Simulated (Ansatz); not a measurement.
**Calculated with Ansatz: GeH2Pd2, relaxation**

The input file (Ansatz 0.2.0, plane waves):

```yaml
crystal:
  lattice:
    - [0.0, 4.819868, 0.0]
    - [4.187734, -2.409934, 0.0]
    - [1.568841, 0.0, -6.445421]
  atoms:
    - { symbol: H, position: [0.49104, 0.70288, 0.64786] }
    - { symbol: H, position: [0.78816, 0.29712, 0.85214] }
    - { symbol: H, position: [0.50896, 0.29712, 0.35214] }
    - { symbol: H, position: [0.21184, 0.70288, 0.14786] }
    - { symbol: Pd, position: [0.2688, 0.26626, 0.99699] }
    - { symbol: Pd, position: [0.00254, 0.73374, 0.50301] }
    - { symbol: Pd, position: [0.7312, 0.73374, 0.00301] }
    - { symbol: Pd, position: [0.99746, 0.26626, 0.49699] }
    - { symbol: Ge, position: [0.1345, 0.0, 0.75] }
    - { symbol: Ge, position: [0.8655, 0.0, 0.25] }
  symmetry: { tolerance: 0.0003 }
kpoints:
  mp_grid: { grid: [5, 5, 3], shift: [0, 0, 0] }
magnetization:
  spin_polarized: false
scf:
  occupations: { method: cold, width: 0.1377 }
  lower_state_search: "off"
hamiltonian:
  pseudopotentials: { kind: paw }
  xc: r2scan
basis:
  ecutwfc: 500
  fft_grid_basis: typed
relax:
  max_steps: 40
  cell: { p_target: 0.0 }
output:
  forces: true
  stress: true
  eigenvalues: true
  bader: true
  populations: true
  elf: true
  write_potential: true
  volumetric_format: npy
  dos:
    e_range: [-12, 8]
    de: 0.05
    projected: { site_lists: { Ge: [Ge], H: [H], Pd: [Pd] } }
checkpoint:
  read: saved_state
```

Run with:

```bash
ansatz run input.yaml --threads 2 --pin off --max-ram 2560MiB --backend cpu --events-out ev --progress --plain --runs-dir out
```

Origin of the cell: a known structure type with other elements, at an estimated volume, so it need not be a known compound.

The saved state is a converged single point of the same cell.

Steps («new basis» is an SCF on plane waves selected anew at the same cell):

| step | ΔF (meV/atom) | max force component (eV/Å) | P (GPa) | volume (Å³) | SCF iterations | step was |
| --- | --- | --- | --- | --- | --- | --- |
| 1 | 0.0 | 3.119 | 24.87 | 130.10 | 7 | accepted |
| 2 | -191.4 | 1.917 | 8.63 | 139.95 | 8 | accepted |
| 3 | -338.7 | 1.233 | 0.59 | 140.31 | 8 | accepted |
| 4 | -487.9 | 0.931 | -2.64 | 135.06 | 8 | accepted |
| 5 | -631.4 | 0.992 | -2.04 | 128.59 | 8 | accepted |
| 6 | -761.7 | 1.259 | 1.89 | 122.54 | 8 | accepted |
| 7 | -818.9 | 1.532 | 8.12 | 115.55 | 8 | accepted |
| 8 | -938.3 | 1.003 | 3.42 | 111.93 | 9 | accepted |
| 9 | -1026.8 | 0.462 | 2.30 | 109.60 | 8 | accepted |
| 10 | -1077.9 | 0.461 | -0.46 | 111.42 | 8 | accepted |
| 11 | -1100.3 | 0.459 | 1.98 | 111.81 | 8 | accepted |
| 12 | -1122.9 | 0.392 | 0.24 | 114.48 | 9 | accepted |
| 13 | -1144.9 | 0.400 | 0.37 | 115.18 | 8 | accepted |
| 14 | -1153.0 | 0.416 | -1.52 | 115.46 | 9 | accepted |
| 15 | -1161.8 | 0.148 | 2.51 | 111.72 | 8 | accepted |
| 16 | -1161.1 | 0.203 | -1.65 | 114.97 | 8 | rejected |
| 17 | -1165.7 | 0.037 | 0.05 | 113.75 | 12 | accepted |
| 18 | -1166.1 | 0.045 | 0.13 | 113.69 | 7 | accepted |
| 19 | -1166.1 | 0.048 | -0.10 | 113.93 | 7 | accepted |
| 20 | -1166.2 | 0.006 | -0.05 | 113.88 | 6 | accepted |
| 21 | -1166.2 | 0.001 | 0.01 | 113.83 | 6 | accepted |
| 22 | -1170.4 | 0.003 | 0.48 | 113.83 | 9 | new basis |
| 23 | -1171.1 | 0.021 | 0.13 | 114.12 | 6 | accepted |
| 24 | -1171.0 | 0.029 | -0.38 | 114.38 | 6 | rejected |
| 25 | -1171.1 | 0.006 | 0.06 | 114.12 | 10 | accepted |
| 26 | -1171.1 | 0.003 | 0.00 | 114.15 | 5 | accepted |
| 27 | -1171.2 | 0.003 | 0.00 | 114.15 | 6 | new basis |

Before:

Space group C2/c (No. 15); the run's cell has a = 4.820 Å, b = 4.832 Å, c = 6.634 Å, α = 78.17°, β = 90.00°, γ = 119.92°. Shortest distances: Ge–Pd 2.19 Å, Pd–Pd 2.26 Å, H–Pd 2.57 Å, Ge–H 2.85 Å, H–H 3.07 Å, Ge–Ge 3.56 Å.

The relaxed structure.

Space group C2/c (No. 15); the run's cell has a = 4.424 Å, b = 5.806 Å, c = 5.473 Å, α = 63.77°, β = 90.00°, γ = 112.40°. Shortest distances: H–Pd 1.76 Å, H–H 2.26 Å, Ge–Pd 2.49 Å, Ge–H 2.87 Å, Pd–Pd 2.90 Å, Ge–Ge 2.95 Å.

```yaml
crystal:
  lattice:
    - [0.00000, 4.42389, 0.00000]
    - [5.36188, -2.21194, -0.24819]
    - [2.39069, 0.00000, -4.92298]
  atoms:
    - { symbol: H, position: [0.13657, 0.46643, 0.67796] }
    - { symbol: H, position: [0.67015, 0.53357, 0.82204] }
    - { symbol: H, position: [0.86343, 0.53357, 0.32204] }
    - { symbol: H, position: [0.32985, 0.46643, 0.17796] }
    - { symbol: Pd, position: [0.26774, 0.25598, 0.98008] }
    - { symbol: Pd, position: [0.01176, 0.74402, 0.51992] }
    - { symbol: Pd, position: [0.73226, 0.74402, 0.01992] }
    - { symbol: Pd, position: [0.98824, 0.25598, 0.48008] }
    - { symbol: Ge, position: [0.37643, 0.00000, 0.75000] }
    - { symbol: Ge, position: [0.62357, 0.00000, 0.25000] }
```

```yaml
Free_energy_lowered_by: 1171.2 meV/atom
Volume_change: -12.26 %
Final_pressure: 0.00 GPa
Relaxation_steps_listed: 27
Gap_on_the_mesh: none (metal)
```

Caveats: the k mesh is coarse if the cell is a metal; the relaxation held the start's symmetry, so the end may be a saddle point.

The run took 220 s of wall time on 2 CPU thread(s) of a shared host, from a saved density.
